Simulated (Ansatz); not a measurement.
PbS (rock salt, Fm-3m), the program Ansatz at the PBE level (PAW). The conduction-band minimum lies at A, with 1 equivalent valley. Second derivatives d²E/dk² of the lowest band at one valley (eV·Å²), along Cartesian directions:

```json
[
 {"direction": "[100]", "d²E/dk²": "48.06"},
 {"direction": "[010]", "d²E/dk²": "48.06"},
 {"direction": "[001]", "d²E/dk²": "49.54"},
 {"direction": "[110]", "d²E/dk²": "48.06"},
 {"direction": "[101]", "d²E/dk²": "48.75"},
 {"direction": "[011]", "d²E/dk²": "48.72"}
]
```

**Question.** Find the principal effective masses, the density-of-states mass and the conductivity mass.

**Answer.** Off-diagonal terms follow from H_xy = H[110] − (H_xx + H_yy)/2, and m*/mₑ = 7.620 eV·Å² over each eigenvalue: 0.15, 0.16, 0.16. One valley's DOS mass (m₁m₂m₃)^(1/3) = 0.16, conductivity mass 3/(Σ 1/mᵢ) = 0.16 mₑ.

**Question.** What effective density of states Nc follows at 300 K for parabolic valleys?

**Answer.** Nc = 2.509e19 × 1 × (0.16)^(3/2) ≈ 1.6e18 cm⁻³.

Symmetry was held in the PBE relaxation. Point labels and valley counts follow the cell and symmetry of the run, lower than the named group. Spin–orbit coupling is left out wherever it is not named.

Potentials: the later of the program's two PAW sets.

Edges and masses are those of Kohn–Sham bands, whose gap is no quasiparticle gap.
